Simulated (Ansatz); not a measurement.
An Ansatz (an electronic-structure program) input:

Ansatz 0.2 input:
```yaml
crystal:
  lattice:
    - [-3.1486109462, 3.1486109462, 4.576997953]
    - [3.1486109462, -3.1486109462, 4.576997953]
    - [3.1486109462, 3.1486109462, -4.576997953]
  atoms:
    - { symbol: K, position: [0.5, 0.5, 0.0] }
    - { symbol: Rb, position: [0.75, 0.25, 0.5] }
    - { symbol: Rb, position: [0.25, 0.75, 0.5] }
    - { symbol: Sc, position: [0.0, 0.0, 0.0] }
    - { symbol: F, position: [0.7236100647, 0.8383409839, 0.5619510486] }
    - { symbol: F, position: [0.2763899353, 0.1616590161, 0.4380489513] }
    - { symbol: F, position: [0.8383409839, 0.2763899353, 0.1147309192] }
    - { symbol: F, position: [0.1616590161, 0.7236100647, 0.8852690808] }
    - { symbol: F, position: [0.2210581285, 0.2210581285, 0.0] }
    - { symbol: F, position: [0.7789418715, 0.7789418715, 0.0] }
kpoints:
  mp_grid: { grid: [4, 4, 4] }
hamiltonian:
  xc: hse06
  pseudopotentials: { kind: paw }
scf:
  n_extra_bands: 10
  occupations: { method: fixed }
output:
  eigenvalues: true
  eigenstates:
    e_range: [-9.0, 19.3]
    kpoints:
      - [0.0, 0.5, 0.0]  # VBM
      - [0.0, 0.0, 0.0]  # CBM
      - [0.0, 0.0, 0.0]  # GAMMA
      - [0.5, 0.5, -0.5]  # M
      - [0.0, 0.0, 0.5]  # X
      - [0.25, 0.25, 0.25]  # P
      - [0.0, 0.5, 0.0]  # N
      - [-0.3683086706, 0.3683086706, 0.3683086706]  # S_0
      - [0.3683086706, 0.6316913294, -0.3683086706]  # S
      - [-0.2366173411, 0.2366173411, 0.5]  # R
      - [0.5, 0.5, -0.2366173411]  # G
```

Question: How many symmetry operations and irreducible k-points will the run report?

Answer: 8 operations, 14 of 64 k-points.

Question: With a cutoff of 420 eV, how many plane waves at Γ?

Answer: 3559.

It took about 14 core-minutes (a rough figure) on shared server cores.

The points marked VBM and CBM come from a semilocal run.

Space group I4/m. The first step of the workflow began from a Materials Project structure, measured or hypothetical; the Crystallography Open Database files this formula in space group No. 87, but the cells were not matched. Its standing as an ambient phase is unchecked. The cell was relaxed with r²SCAN under the symmetry of its start; whether a distortion lowers the energy is not shown. The run is not spin-polarised.

Potentials: the later of the program's two PAW sets.

Ansatz is a plane-wave DFT program.
